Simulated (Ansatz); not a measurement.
The following input was run with Ansatz 0.2.0.

```yaml
crystal:
  lattice:
    - [7.6417325694, -2.1131718843, -0.0591827371]
    - [7.6417325694, 2.1131718843, -0.0591827371]
    - [-2.2466548934, 0.0, 8.1005079647]
  atoms:
    - { symbol: Sr, position: [0.1413001815, 0.1413001815, 0.0706288341] }
    - { symbol: Sr, position: [0.8587589935, 0.8587589935, 0.4294332835] }
    - { symbol: Sr, position: [0.1412410065, 0.1412410065, 0.5705667165] }
    - { symbol: Sr, position: [0.8586998185, 0.8586998185, 0.9293711659] }
    - { symbol: Mg, position: [0.5000272136, 0.5000272136, 0.2499173403] }
    - { symbol: Mg, position: [0.4999727864, 0.4999727864, 0.7500826597] }
basis:
  ecutwfc: 500
kpoints:
  mp_grid: { grid: [10, 10, 6] }
  band_path:
    path:
      - [[0.0, 0.0, 0.0], [-0.27067654, 0.27067654, 0.0]]
      - [[-0.72932346, -0.27067654, 0.0], [-0.5, -0.5, 0.0], [0.0, 0.0, 0.0], [-0.5, -0.5, 0.5], [-0.7396508, -0.2603492, 0.5]]
      - [[-0.2603492, 0.2603492, 0.5], [0.0, 0.0, 0.5], [0.0, 0.0, 0.0]]
      - [[-0.5, 0.0, 0.5], [0.0, 0.0, 0.0], [-0.5, 0.0, 0.0]]
    npoints: 14
hamiltonian:
  xc: r2scan
scf:
  occupations: { method: gaussian, width: 0.1 }
output:
  forces: true
  stress: true
  eigenvalues: true
  populations: true
  dos: { projected: true, de: 0.02, nscf_kmesh: { grid: [15, 15, 9] } }
  bader: true
```

It can be run as
```bash
ansatz run input.yaml --threads 1 --pin off --backend cpu --events-out ev --progress --plain --runs-dir out  # memory cap (--max-ram) not shown
```

All numbers below come from Ansatz, DFT r2SCAN, scalar-relativistic, plane waves, PAW.

Part of what the program printed, abridged:

```
Pseudopotentials: kind: paw
Pseudopotential: Sr, paw, valence charge 10, recommended cutoff 500 eV (meta_gga)
Pseudopotential: Mg, paw, valence charge 10, recommended cutoff 500 eV (meta_gga)
Functional definition: r2SCAN
Crystal: 6 atoms, lattice volume = 261.057 Å³
Basis set: ecut = 500 eV, 6633 PW (Γ), exchange–correlation on 240×240×256 points (64 copies of the dense FFT grid, shifted against one another)
Bands: 36, of which v1, the nominal top of the filled ones, is band 30 counted from 1 (29 counted from 0)
Symmetry: 4 space group operations
Space group: C2/m (ITA 12), of the structure as read, at distance tolerance 6.4e-5 Å
k-points: 172 of 600
Initial density: superposition of atomic densities (neutral atoms: chi_scale 0, normalization atom), corrected by the library's trained network
Initial wavefunctions: pseudopotential atomic-orbital guess
Functional: x = r2scan, c = r2scan; τ floored in thin density (d = 2e-4 eV/Å³)
SCF iter   1: F=—  HF=-18073.346388 eV  |F-HF|=—  |Δ(HF+E_count)|=         —  Δρ=3.86e-3  dr2=3.86e-2  dr2_τ=1.20e-2  ethr=1.77e-3  ⟨swp⟩=11.9  Hψ=33747  notcnv=0
SCF iter   2: F=—  HF=-18073.469835 eV  |F-HF|=—  |Δ(HF+E_count)|=   1.23e-1  Δρ=2.13e-3  dr2=1.75e-2  dr2_τ=4.12e-4  ethr=6.44e-5  ⟨swp⟩=2.0  Hψ=13654  notcnv=0  defer=112
SCF iter   3: F=—  HF=-18073.471872 eV  |F-HF|=—  |Δ(HF+E_count)|=   2.04e-3  Δρ=6.47e-4  dr2=2.08e-3  dr2_τ=1.17e-4  ethr=2.92e-5  ⟨swp⟩=3.0  Hψ=11415  notcnv=0  defer=112
SCF iter   4: F=—  HF=-18073.472245 eV  |F-HF|=—  |Δ(HF+E_count)|=   3.73e-4  Δρ=1.59e-4  dr2=1.36e-4  dr2_τ=1.38e-5  ethr=3.47e-6  ⟨swp⟩=2.9  Hψ=9452  notcnv=0  defer=112
SCF iter   5: F=—  HF=-18073.472255 eV  |F-HF|=—  |Δ(HF+E_count)|=   9.99e-6  Δρ=3.05e-5  dr2=1.10e-5  dr2_τ=3.34e-7  ethr=2.26e-7  ⟨swp⟩=2.5  Hψ=9820  notcnv=0  defer=112
SCF iter   6: F=—  HF=-18073.472261 eV  |F-HF|=—  |Δ(HF+E_count)|=   6.37e-6  Δρ=7.00e-6  dr2=3.16e-7  dr2_τ=5.23e-8  ethr=1.84e-8  ⟨swp⟩=2.5  Hψ=9592  notcnv=0  defer=112
SCF iter   7: F=-18073.472261 eV  HF=-18073.472261 eV  |F-HF|=1.88e-9  |Δ(HF+E_count)|=   8.51e-8  Δρ=1.71e-6  dr2=1.23e-8  dr2_τ=5.81e-10  ethr=1.67e-10  ⟨swp⟩=11.1  Hψ=33346  notcnv=0
SCF 1 converged in 7 iterations: F = -18073.472261 eV  dr2 = 1.23e-8
SCF converged after 7 iterations
Free energy (F): -18073.472261 eV
Harris-Foulkes:  -18073.472261 eV  (|F-HF|=1.88e-9)
Internal energy: -18073.437924 eV  (E = F + TS)
E sigma→0 (E₀):  -18073.455092 eV
Entropy (-TS):   -0.034338 eV (-5.723 meV/atom)
Fermi energy:    5.120879 eV
--- Per-component energies (eV) ---
  E_band       = -1312.612478
  E_kinetic    = 1117.829390
  E_local      = -6691.833884  (includes V_loc(G=0)·N_el)
  E_nonlocal   = 999.522170
  E_hartree    = 2123.827055
  E_xc         = -697.550141
  E_vxc        = -773.741229  (∫ρ·V_xc dr)
  E_paw        = -11455.719274  (= ΣΔE_a)
  E_vpaw       = -254.234120  (= ΣTr[D̂ρ^β])
  E_aug_tail   = -0.000005  (compensation charges beyond the density's cutoff)
  E_vtau       = 42.193417  (kinetic-family band-sum trace: ∫τ·v_τ [+ j·A + Jᵃ·Aᵃ] dr)
  E_ewald      = -3468.876672
  E_core_change = -0.636562  (= ΣΔE_core)
  E_smearing   = -0.034338  (= −TS)
--- Forces (eV/Å), atoms counted from 1 ---
  atom   1  Sr    -0.00228523     0.00000000    -0.00117430
  atom   2  Sr     0.00175350     0.00000000     0.00004866
  atom   3  Sr    -0.00175350     0.00000000    -0.00004866
  atom   4  Sr     0.00228523     0.00000000     0.00117430
  atom   5  Mg    -0.00100984     0.00000000    -0.00003007
  atom   6  Mg     0.00100984     0.00000000     0.00003007
--- Stress (GPa, compression-positive) ---
       -0.010796       0.000000      -0.004598
        0.000000       0.005006       0.000000
       -0.004598       0.000000       0.004124
  P = ⅓ Tr σ = -0.0006 GPa (-0.006 kbar)
--- Band table (eV; the first three rows and the last of 172) ---
  k-point 0: bands = ["-73.8104", "-73.8104", "-38.9131", "-38.9130", "-38.9063", "-38.9062", "-38.9061", "-38.9056", "-32.4987", "-32.4886", "-32.4875", "-32.4851", "-13.9594", "-13.9536", "-13.9528", "-13.8783", "-13.8191", "-13.8184", "-13.8177", "-13.7997", "-13.7988", "-13.7980", "-13.7978", "-13.7929", "0.5020", "2.5659", "3.2668", "3.6054", "4.0863", "4.5842", "5.0681", "6.4030", "6.4634", "6.6815", "6.6843", "7.3736"]
  k-point 1: bands = ["-73.8104", "-73.8104", "-38.9131", "-38.9130", "-38.9063", "-38.9062", "-38.9061", "-38.9056", "-32.4981", "-32.4895", "-32.4872", "-32.4850", "-13.9565", "-13.9482", "-13.9440", "-13.8807", "-13.8288", "-13.8173", "-13.8158", "-13.8067", "-13.8014", "-13.7975", "-13.7973", "-13.7928", "0.5802", "2.1928", "3.5991", "3.6053", "4.1914", "4.4908", "5.2712", "6.0453", "6.4092", "6.5727", "7.0661", "7.3684"]
  k-point 2: bands = ["-73.8104", "-73.8104", "-38.9131", "-38.9131", "-38.9063", "-38.9062", "-38.9060", "-38.9057", "-32.4965", "-32.4916", "-32.4866", "-32.4852", "-13.9490", "-13.9389", "-13.9203", "-13.8792", "-13.8548", "-13.8304", "-13.8142", "-13.8088", "-13.8052", "-13.7979", "-13.7962", "-13.7933", "0.8095", "1.6523", "3.6377", "3.8072", "4.4563", "4.6621", "5.3542", "5.9304", "6.0037", "6.4508", "7.3193", "7.3704"]
  k-point 171: bands = ["-73.8104", "-73.8104", "-38.9131", "-38.9131", "-38.9062", "-38.9062", "-38.9058", "-38.9058", "-32.4919", "-32.4919", "-32.4881", "-32.4881", "-13.9144", "-13.9142", "-13.8924", "-13.8923", "-13.8535", "-13.8531", "-13.8309", "-13.8308", "-13.8148", "-13.8146", "-13.7899", "-13.7897", "1.4105", "1.4115", "2.9141", "2.9149", "5.1931", "5.1940", "5.8163", "5.8173", "6.6047", "6.6054", "6.9419", "6.9429"]
--- Löwdin populations: 6 sites ---
  site symbol q [e]
     0     Sr      9.3697
     1     Sr      9.3696
     2     Sr      9.3696
     3     Sr      9.3697
     4     Mg      9.5991
     5     Mg      9.5991
  spilling = 0.055386 (of n_electrons = 60.000000)
--- Bader charges: 6 sites ---
  site symbol charge [e]  shift [e]
     0     Sr      0.8943     0.0000
     1     Sr      0.8951     0.0000
     2     Sr      0.8951     0.0000
     3     Sr      0.8943     0.0000
     4     Mg     -1.7894     0.0000
     5     Mg     -1.7894     0.0000
  estimated error of the sums over rays = 4.4e-4 e
```

Self-consistency was reached.